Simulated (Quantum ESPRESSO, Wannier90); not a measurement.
## BaNaH6Ir (F-43m), plane waves to Wannier functions

Materials Project entry mp-1182061; symmetrised, unrelaxed at this level. Not found in the COD (Crystallography Open Database) copy used; not checked further. Computed values, not measurements, from LDA: Quantum ESPRESSO (norm-conserving PseudoDojo potentials, cutoff 71 Ry, no spin polarisation, no spin-orbit coupling) on a Γ-centred 4×4×4 mesh, then Wannier90. Density: 8×8×8 mesh, cold smearing 0.01 Ry. Spin-orbit coupling is left out although heavy elements are present.

On the energy scale of pw.x, whose zero is arbitrary, the valence-band maximum lies at 3.88 eV.

Input w.win:

```
num_bands = 9
num_wann = 9
exclude_bands = 1-12,22-54
num_iter = 1000
conv_tol = 1.0e-6
conv_window = 4
num_cg_steps = 20
write_hr = true
write_u_matrices = true
auto_projections = true
begin unit_cell_cart
ang
    0.0000000000    3.9225500000    3.9225500000
    3.9225500000    0.0000000000    3.9225500000
    3.9225500000    3.9225500000    0.0000000000
end unit_cell_cart
begin atoms_frac
Na  -0.2500000000 -0.2500000000 -0.2500000000
Ba   0.2500000000  0.2500000000  0.2500000000
H   -0.2150300000  0.2150300000  0.2150300000
H   -0.2150300000 -0.2150300000  0.2150300000
H    0.2150300000 -0.2150300000 -0.2150300000
H    0.2150300000  0.2150300000 -0.2150300000
H    0.2150300000 -0.2150300000  0.2150300000
H   -0.2150300000  0.2150300000 -0.2150300000
Ir   0.0000000000  0.0000000000  0.0000000000
end atoms_frac
mp_grid = 4 4 4
begin kpoints
0.0000000000 0.0000000000 0.0000000000
0.0000000000 0.0000000000 0.2500000000
0.0000000000 0.0000000000 0.5000000000
... (61 more lines: the 4x4x4 mesh through Gamma)
end kpoints
```

Input of pw2wannier90.x that gives the overlap and projection files (equivalent; here they were cut from one run over all bands):

```
&inputpp
  outdir = './out'
  prefix = 'pwscf'
  seedname = 'w'
  write_amn = .true.
  write_mmn = .true.
  scdm_proj = .true.
  scdm_entanglement = 'isolated'
/
```

Output w.wout (banner and timings cut):

```
                                    ------
                                    SYSTEM
                                    ------

                              Lattice Vectors (Ang)
                    a_1     0.000000   3.922550   3.922550
                    a_2     3.922550   0.000000   3.922550
                    a_3     3.922550   3.922550   0.000000

                   Unit Cell Volume:     120.70783  (Ang^3)

                        Reciprocal-Space Vectors (Ang^-1)
                    b_1    -0.800906   0.800906   0.800906
                    b_2     0.800906  -0.800906   0.800906
                    b_3     0.800906   0.800906  -0.800906

 *----------------------------------------------------------------------------*
 |   Site       Fractional Coordinate          Cartesian Coordinate (Ang)     |
 +----------------------------------------------------------------------------+
 | na   1  -0.25000  -0.25000  -0.25000   |   -1.96128  -1.96128  -1.96128    |
 | ba   1   0.25000   0.25000   0.25000   |    1.96128   1.96128   1.96128    |
 | h    1  -0.21503   0.21503   0.21503   |    1.68693   0.00000   0.00000    |
 | h    2  -0.21503  -0.21503   0.21503   |    0.00000   0.00000  -1.68693    |
 | h    3   0.21503  -0.21503  -0.21503   |   -1.68693   0.00000   0.00000    |
 | h    4   0.21503   0.21503  -0.21503   |    0.00000   0.00000   1.68693    |
 | h    5   0.21503  -0.21503   0.21503   |    0.00000   1.68693   0.00000    |
 | h    6  -0.21503   0.21503  -0.21503   |    0.00000  -1.68693   0.00000    |
 | ir   1   0.00000   0.00000   0.00000   |    0.00000   0.00000   0.00000    |
 *----------------------------------------------------------------------------*
                                ------------
                                K-POINT GRID
                                ------------

             Grid size =  4 x  4 x  4      Total points =   64

 *---------------------------------- MAIN ------------------------------------*
 |  Number of Wannier Functions               :                 9             |
 |  Number of Objective Wannier Functions     :                 9             |
 |  Number of input Bloch states              :                 9             |
 |  Output verbosity (1=low, 5=high)          :                 1             |
 |  Timing Level (1=low, 5=high)              :                 1             |
 |  Optimisation (0=memory, 3=speed)          :                 3             |
 |  Length Unit                               :               Ang             |
 |  Post-processing setup (write *.nnkp)      :                 F             |
 |  Using Gamma-only branch of algorithms     :                 F             |
 *----------------------------------------------------------------------------*
 *------------------------------- WANNIERISE ---------------------------------*
 |  Total number of iterations                :              1000             |
 |  Number of CG steps before reset           :                20             |
 |  Trial step length for line search         :             2.000             |
 |  Convergence tolerence                     :         0.100E-05             |
 |  Convergence window                        :                 4             |
 |  Iterations between writing output         :                 1             |
 |  Iterations between backing up to disk     :               100             |
 |  Write r^2_nm to file                      :                 F             |
 |  Write xyz WF centres to file              :                 F             |
 |  Write on-site energies <0n|H|0n> to file  :                 F             |
 |  Use guiding centre to control phases      :                 F             |
 |  Use phases for initial projections        :                 F             |
 *----------------------------------------------------------------------------*
 *-------------------------------- PLOTTING ----------------------------------*
 |  Plotting Hamiltonian in WF basis          :                 T             |
 *----------------------------------------------------------------------------*

       ... (k-mesh section left out)

 Starting a new Wannier90 calculation ...

 Reading overlaps from w.mmn

 Reading projections from w.amn

 *------------------------------- WANNIERISE ---------------------------------*
 +--------------------------------------------------------------------+<-- CONV
 | Iter  Delta Spread     RMS Gradient      Spread (Ang^2)            |<-- CONV
 +--------------------------------------------------------------------+<-- CONV

 ------------------------------------------------------------------------------
 Initial State
  WF centre and spread    1  (  0.040912, -0.026834,  0.040400 )     1.60681114
  WF centre and spread    2  ( -0.040400, -0.026834, -0.040912 )     1.60681114
  WF centre and spread    3  (  0.032119, -0.084119, -0.032119 )     1.66348053
  WF centre and spread    4  ( -0.000139,  0.003037, -1.336596 )     1.79554668
  WF centre and spread    5  (  1.336596,  0.003037,  0.000139 )     1.79554668
  WF centre and spread    6  ( -0.004710,  1.322943,  0.004710 )     1.80825350
  WF centre and spread    7  ( -1.311485,  0.062328, -0.003914 )     1.82352919
  WF centre and spread    8  (  0.003914,  0.062328,  1.311485 )     1.82352919
  WF centre and spread    9  ( -0.058663, -1.312531,  0.058663 )     1.82328362
  Sum of centres and spreads ( -0.001856,  0.003355,  0.001856 )    15.74679167

      0     0.157E+02     0.0000000000       15.7467916741  <-- CONV
        O_D=      0.0085443 O_OD=      1.9772567 O_TOT=     15.7467917 <-- SPRD
 ------------------------------------------------------------------------------
      1    -0.801E-01     0.2672019529       15.6666621588  <-- CONV
        O_D=      0.0065459 O_OD=      1.8991256 O_TOT=     15.6666622 <-- SPRD
      2    -0.104E+00     0.2276115743       15.5621779137  <-- CONV
        O_D=      0.0098548 O_OD=      1.7913325 O_TOT=     15.5621779 <-- SPRD
      3    -0.993E-01     0.3605790347       15.4628710736  <-- CONV
        O_D=      0.0052337 O_OD=      1.6966467 O_TOT=     15.4628711 <-- SPRD
      4    -0.261E-01     0.2427255248       15.4368127804  <-- CONV
        O_D=      0.0052328 O_OD=      1.6705893 O_TOT=     15.4368128 <-- SPRD
      5    -0.986E-02     0.1458142722       15.4269562026  <-- CONV
        O_D=      0.0048580 O_OD=      1.6611075 O_TOT=     15.4269562 <-- SPRD
       ... (lines left out)
     29    -0.570E-06     0.0010168835       15.4002583371  <-- CONV
        O_D=      0.0047505 O_OD=      1.6345171 O_TOT=     15.4002583 <-- SPRD
     30    -0.315E-06     0.0008161487       15.4002580226  <-- CONV
        O_D=      0.0047509 O_OD=      1.6345164 O_TOT=     15.4002580 <-- SPRD
     31    -0.159E-06     0.0005820523       15.4002578637  <-- CONV
        O_D=      0.0047513 O_OD=      1.6345158 O_TOT=     15.4002579 <-- SPRD
             <<<     Delta < 1.000E-06  over  4 iterations     >>>
             <<< Wannierisation convergence criteria satisfied >>>
 Final State
  WF centre and spread    1  ( -0.003125,  0.002098, -0.002401 )     1.56429261
  WF centre and spread    2  (  0.002401,  0.002098,  0.003125 )     1.56429261
  WF centre and spread    3  (  0.000955, -0.003479, -0.000955 )     1.56473985
  WF centre and spread    4  (  0.000574,  0.000030, -1.344843 )     1.78449835
  WF centre and spread    5  (  1.344843,  0.000030, -0.000574 )     1.78449835
  WF centre and spread    6  (  0.000187,  1.344869, -0.000187 )     1.78452638
  WF centre and spread    7  ( -1.344851, -0.000392,  0.000658 )     1.78448110
  WF centre and spread    8  ( -0.000658, -0.000392,  1.344851 )     1.78448110
  WF centre and spread    9  ( -0.000314, -1.344832,  0.000314 )     1.78444754
  Sum of centres and spreads (  0.000010,  0.000029, -0.000010 )    15.40025786

         Spreads (Ang^2)       Omega I      =    13.760990686
        ================       Omega D      =     0.004751349
                               Omega OD     =     1.634515828
    Final Spread (Ang^2)       Omega Total  =    15.400257864
```
